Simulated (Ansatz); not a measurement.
V₂O₅ — coordination and ¹⁷O quadrupole coupling

Cell: a structure deposited in the COD whose atoms were relaxed with PBE, the cell held.

Space group Pmmn:1 (No. 59); a = 3.5710, b = 11.5440, c = 4.3830 Å.

```csv
site,Wyckoff,site symmetry,x,y,z
V,4e,m..,0.0000,0.3516,0.8877
O5,4e,m..,0.0000,0.1811,0.0057
O9,4e,m..,0.0000,0.3551,0.5264
O13,2b,mm2,0.0000,0.5000,0.9982
```

One atom of each set is listed.

All values are calculated (Ansatz; DFT, PBE, plane waves and PAW, scalar-relativistic, 420 eV cutoff, Γ-centred 6×2×5 k-points, Fermi–Dirac smearing 0.02 eV), not measured.

Q(¹⁷O) = -25.58 mb.

(1) Rank these O sites by |C_Q|, smallest first.
A. O13: 2 V at 1.78 Å, angle 148°
B. O5: 3 V at 1.88–2.04 Å
C. O9: 1 V at 1.58 Å

## Answers

(1) C (0.752 MHz, η = 0.67), B (3.16 MHz, η = 0.70), A (3.70 MHz, η = 0.01).

At O13 V_zz points along the bisector of its two bonds (within 1°). Like point charges on the first shell alone (each adding as 1/d³) would give another order (O5 < O9 < O13): the covalent part of each bond and the atoms beyond the first shell count as well.
